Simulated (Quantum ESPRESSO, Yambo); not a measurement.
Quasiparticle gap of BaCuSF

```cif
data_Ba2Cu2F2S2
_chemical_formula_sum 'F2 S2 Cu2 Ba2'
_space_group_name_H-M_alt 'P 1'
_space_group_IT_number 1
_cell_length_a 4.12993
_cell_length_b 4.12993
_cell_length_c 9.10647
_cell_angle_alpha 90.000
_cell_angle_beta 90.000
_cell_angle_gamma 90.000
loop_
_space_group_symop_operation_xyz
  'x, y, z'
loop_
_atom_site_label
_atom_site_type_symbol
_atom_site_fract_x
_atom_site_fract_y
_atom_site_fract_z
_atom_site_occupancy
F1 F 0.50000 0.50000 0.00000 1
F2 F 0.00000 0.00000 0.00000 1
S1 S 0.00000 0.50000 0.35651 1
S2 S 0.50000 0.00000 0.64349 1
Cu1 Cu 0.50000 0.50000 0.50000 1
Cu2 Cu 0.00000 0.00000 0.50000 1
Ba1 Ba 0.00000 0.50000 0.81990 1
Ba2 Ba 0.50000 0.00000 0.18010 1
```

The geometry is that of Materials Project entry mp-1080650, symmetrised and not relaxed again.

Starting point: norm-conserving PBEsol (Quantum ESPRESSO, 92 Ry, scalar-relativistic). G0W0 in Yambo: 4×4×1 Γ-centred k mesh, bands 9 to 182 and a 6 Ry block in the screening, 182 bands in G with the Bruneval-Gonze terminator, plasmon pole fitted at 27.2 eV.

| Property | Value |
|---|---|
| PBEsol gap along the band path | 1.51 eV |
| PBEsol gap between the mesh's edge points (Γ → Γ) | 1.51 eV |
| G0W0 gap between the same points | 2.62 eV |

```json
[
 {"k point": "Γ", "band": "VB", "E PBEsol (eV)": "0.00", "E QP (eV)": "-0.55", "shift (eV)": "-0.55", "Z": "0.76"},
 {"k point": "Γ", "band": "CB", "E PBEsol (eV)": "1.51", "E QP (eV)": "2.07", "shift (eV)": "0.56", "Z": "0.81"},
 {"k point": "X", "band": "VB", "E PBEsol (eV)": "-0.58", "E QP (eV)": "-1.13", "shift (eV)": "-0.56", "Z": "0.74"},
 {"k point": "X", "band": "CB", "E PBEsol (eV)": "2.17", "E QP (eV)": "2.78", "shift (eV)": "0.60", "Z": "0.81"},
 {"k point": "M", "band": "VB", "E PBEsol (eV)": "-1.07", "E QP (eV)": "-1.62", "shift (eV)": "-0.56", "Z": "0.71"},
 {"k point": "M", "band": "CB", "E PBEsol (eV)": "3.05", "E QP (eV)": "3.62", "shift (eV)": "0.57", "Z": "0.81"}
]
```

Energies count from the PBEsol valence-band maximum.

Nearest settings tried, and what they do to the gap: 83 bands in G: +77 meV; 98 bands in W: +150 meV; 2×2×1 mesh: -76 meV. Not varied: block. So the settings aren't converged at that level. Oxides, nitrides and fluorides with a shallow 3d shell are known to need far more bands and larger blocks.

The filled Cu 3d shell has no Hubbard U; semilocal functionals place it too high.

The structure is a Materials Project entry; no match was found in the copy of COD used, and its stability was not checked.
